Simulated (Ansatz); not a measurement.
## GaReSi in Ansatz, relaxation

Input:

```yaml
crystal:
  lattice:
    - [3.228764, 0.0, 0.0]
    - [0.0, 3.228764, 0.0]
    - [0.0, 0.0, 8.141151]
  atoms:
    - { symbol: Re, position: [0.75, 0.75, 0.73063] }
    - { symbol: Re, position: [0.25, 0.25, 0.26937] }
    - { symbol: Ga, position: [0.25, 0.25, 0.9146] }
    - { symbol: Ga, position: [0.75, 0.75, 0.0854] }
    - { symbol: Si, position: [0.75, 0.75, 0.4152] }
    - { symbol: Si, position: [0.25, 0.25, 0.5848] }
  symmetry: { tolerance: 0.0003 }
kpoints:
  mp_grid: { grid: [9, 9, 4], shift: [0, 0, 0] }
magnetization:
  spin_polarized: false
scf:
  occupations: { method: fermi_dirac }
  lower_state_search: "off"
hamiltonian:
  pseudopotentials: { kind: paw }
  xc: pbe
basis:
  ecutwfc: 420
  fft_grid_basis: typed
relax:
  max_steps: 60
  cell: { p_target: 0.0 }
output:
  forces: true
  stress: true
  eigenvalues: true
  bader: true
  populations: true
  elf: true
  write_potential: true
  volumetric_format: npy
  dos:
    e_range: [-12, 8]
    de: 0.05
    projected: { site_lists: { Ga: [Ga], Re: [Re], Si: [Si] } }
  write_density: true
checkpoint:
  read: saved_state
```

Run with:

```bash
ansatz run input.yaml --threads 2 --pin off --max-ram 3584MiB --backend cpu --events-out ev --progress --plain --runs-dir out
```

Origin of the cell: a database entry, scaled a little.

The smearing width isn't typed, so it takes its default of 0.1 eV.

The saved state is a converged single point of the same cell.

Steps («new basis» is an SCF on plane waves selected anew at the same cell):

| step | ΔF (meV/atom) | max force component (eV/Å) | P (GPa) | volume (Å³) | SCF iterations | step was |
| --- | --- | --- | --- | --- | --- | --- |
| 1 | 0.0 | 0.336 | -3.33 | 84.87 | 6 | accepted |
| 2 | -2.6 | 0.130 | 1.69 | 83.03 | 6 | accepted |
| 3 | -3.2 | 0.016 | -0.05 | 83.65 | 6 | accepted |
| 4 | -3.2 | 0.008 | 0.00 | 83.63 | 6 | accepted |
| 5 | -3.0 | 0.008 | 0.00 | 83.63 | 6 | new basis |

Before:

Space group P4/nmm (No. 129); the run's cell has a = 3.229 Å, b = 3.229 Å, c = 8.141 Å, α = 90.00°, β = 90.00°, γ = 90.00°. Shortest distances: Re–Si 2.57 Å, Si–Si 2.67 Å, Ga–Ga 2.67 Å, Ga–Si 2.68 Å, Ga–Re 2.73 Å, Re–Re 3.23 Å.

The relaxed structure.

Space group P4/nmm (No. 129); the run's cell has a = 3.210 Å, b = 3.210 Å, c = 8.118 Å, α = 90.00°, β = 90.00°, γ = 90.00°. Shortest distances: Re–Si 2.54 Å, Si–Si 2.65 Å, Ga–Ga 2.67 Å, Ga–Si 2.67 Å, Ga–Re 2.72 Å, Re–Re 3.21 Å.

```xyz
6
Lattice="3.2097 0.0000 0.0000 0.0000 3.2097 0.0000 0.0000 0.0000 8.1180" Properties=species:S:1:pos:R:3 pbc="T T T"
Re    2.4073    2.4073    5.9164
Re    0.8024    0.8024    2.2016
Ga    0.8024    0.8024    7.4175
Ga    2.4073    2.4073    0.7005
Si    2.4073    2.4073    3.3740
Si    0.8024    0.8024    4.7440
```

- Free energy lowered by: 3.0 meV/atom
- Volume change: -1.46 %
- Final pressure: 0.00 GPa
- Relaxation steps listed: 5

Caveats: no spin-orbit coupling, though heavy elements are present; the relaxation held the start's symmetry, so the end may be a saddle point.

Time: 48 s on 2 threads of Intel(R) Xeon(R) Platinum 8488C (Sapphire Rapids) (shared host), peak memory 0.62 GiB, from a saved density.
